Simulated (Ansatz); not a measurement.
ZnCu2O4:
```yaml
crystal:
  lattice:
    - [-2.67541, 2.67541, 5.07725]
    - [2.67541, -2.67541, 5.07725]
    - [2.67541, 2.67541, -5.07725]
  atoms:
    - { symbol: Zn, position: [0.00000, 0.00000, 0.00000] }
    - { symbol: Zn, position: [0.75000, 0.25000, 0.50000] }
    - { symbol: Cu, position: [0.37500, 0.62500, 0.25000] }
    - { symbol: Cu, position: [0.37500, 0.62500, 0.75000] }
    - { symbol: Cu, position: [0.37500, 0.12500, 0.75000] }
    - { symbol: Cu, position: [0.87500, 0.62500, 0.25000] }
    - { symbol: O, position: [0.14669, 0.37520, 0.77149] }
    - { symbol: O, position: [0.12520, 0.85372, 0.72851] }
    - { symbol: O, position: [0.60372, 0.37520, 0.22851] }
    - { symbol: O, position: [0.12520, 0.39669, 0.27149] }
    - { symbol: O, position: [0.60331, 0.87480, 0.72851] }
    - { symbol: O, position: [0.62480, 0.85331, 0.22851] }
    - { symbol: O, position: [0.14628, 0.87480, 0.27149] }
    - { symbol: O, position: [0.62480, 0.39628, 0.77149] }
```

Relaxed with LDA. Special points in fractions of this cell's reciprocal vectors: Γ (0.000, 0.000, 0.000); X (0.000, 0.000, 0.500); P (0.250, 0.250, 0.250); N (0.000, 0.500, 0.000); M (0.500, 0.500, -0.500); S (0.319, 0.681, -0.319); S0 (-0.319, 0.319, 0.319); R (-0.139, 0.139, 0.500); G (0.500, 0.500, -0.139).

Problem. List the band energies nearest the valence-band maximum at these points for the program Ansatz at the LDA level (PAW).

Solution. In eV from the valence-band maximum; about four levels below and three above (degenerate sets whole), none deeper than 8.9 eV; points with the same levels are listed once.

```csv
k,below,above
Γ,-0.05 -0.05 -0.01 0.00,1.35 1.35 1.62
X,-0.77 -0.77 -0.45 -0.45,0.35 0.35 0.37 0.37
P,-0.65 -0.65 -0.26 -0.26,0.30 0.30 0.31 0.31
N,-0.69 -0.52 -0.45 -0.05,0.60 0.91 0.93
M,-0.66 -0.66 -0.59 -0.59,1.36 1.36 1.66 1.66
S,-0.75 -0.70 -0.50 -0.27,0.74 1.00 1.05
R,-0.65 -0.65 -0.46 -0.46,0.44 0.44 0.71 0.71
```

Space group I4_1/amd. The first step of the workflow began from a Materials Project structure, measured or hypothetical; the Crystallography Open Database copy checked does not list it. Its standing as an ambient phase is unchecked. Symmetry was held in the LDA relaxation; of distortions, only those at the zone centre were tested. No spin polarisation was allowed. No Hubbard U is applied.

Potentials: the later of the program's two PAW sets.
